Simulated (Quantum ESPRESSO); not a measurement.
## Ge7 (a curve over strain)

Computed values, not a measurement. The program is pw.x of Quantum ESPRESSO 7.5 (plane-wave density functional theory). The cell is made up: 7 atoms on a zincblende/diamond lattice with one site empty, with randomly drawn elements, strain and displacements, not relaxed. PseudoDojo standard norm-conserving files (v0.5 for PBE, v0.4.1 for LDA and PBEsol) set the functional; there is no spin polarisation, spin-orbit coupling or dispersion term, and the masses in the input are unused placeholders. A spin-polarised start on this cell or one of its family kept no moment.

Seven runs add a strain to one cell (shear xy, as the tensor component); the atoms follow the cell and are not relaxed. Stress in the table is positive in tension.

Input of the run at -0.0019:

```
&control calculation='scf', pseudo_dir='./dojo.nc.sr.pbe.v0_5.standard.upf', outdir='./o', disk_io='low', tprnfor=.true., tstress=.true. /
&system ibrav=0, nat=7, ntyp=1, nbnd=59, ecutwfc=77.98206166, nosym=.true., tot_charge=0,
 occupations='smearing', smearing='fd', degauss=0.0073498644
/
&electrons conv_thr=7.350e-09, electron_maxstep=60, /
ATOMIC_SPECIES
Ge 1.0 Ge.upf
CELL_PARAMETERS angstrom
5.9912 -0.0667 0.0549
-0.0666 5.9385 -0.0803
0.0551 -0.0804 5.9224
ATOMIC_POSITIONS angstrom
Ge 0.0932 -0.1772 0.0024
Ge -0.1789 2.8712 2.856
Ge 2.8767 2.9712 0.1787
Ge 1.6547 1.4207 1.4011
Ge 1.4979 4.4691 4.4403
Ge 4.765 1.3231 4.4826
Ge 4.4224 4.5477 1.3421
K_POINTS automatic
6 6 6 1 1 1
```

```
added strain  free energy less that of the input shown (eV)  stress xx (GPa)  stress yy (GPa)  stress zz (GPa)  stress xy (GPa)  pressure (GPa)  iterations
     -0.0186                                         0.1025             2.54             2.92             1.10            -2.84           -2.19          12
     -0.0109                                         0.0502             2.67             3.10             1.25            -2.40           -2.34          12
     -0.0019                                         0.0000             2.79             3.26             1.40            -1.90           -2.48          11
     +0.0066                                        -0.0375             2.86             3.39             1.53            -1.42           -2.59          11
     +0.0143                                        -0.0626             2.91             3.47             1.62            -0.99           -2.67          11
     +0.0199                                        -0.0756             2.92             3.51             1.68            -0.68           -2.70          11
```

Question: one run is left out of the table, at +0.0021. Estimate its stress xy (GPa).

Answer: -1.68. The whole row:

```
added strain  free energy less that of the input shown (eV)  stress xx (GPa)  stress yy (GPa)  stress zz (GPa)  stress xy (GPa)  pressure (GPa)  iterations
     +0.0021                                        -0.0190             2.83             3.33             1.46            -1.68           -2.54          11
```

A cubic fit gives a slope of stress xy against the added strain of 56 GPa at zero added strain, with the atoms clamped. Across the table the free energy follows the integral of the stress to within 0.3 meV. A rerun of one of the cells at 1347 eV and a 8 x 8 x 8 mesh moved values by no more than 0.002 eV in energy, 0.02 GPa in stress and 0.004 eV/Å in force.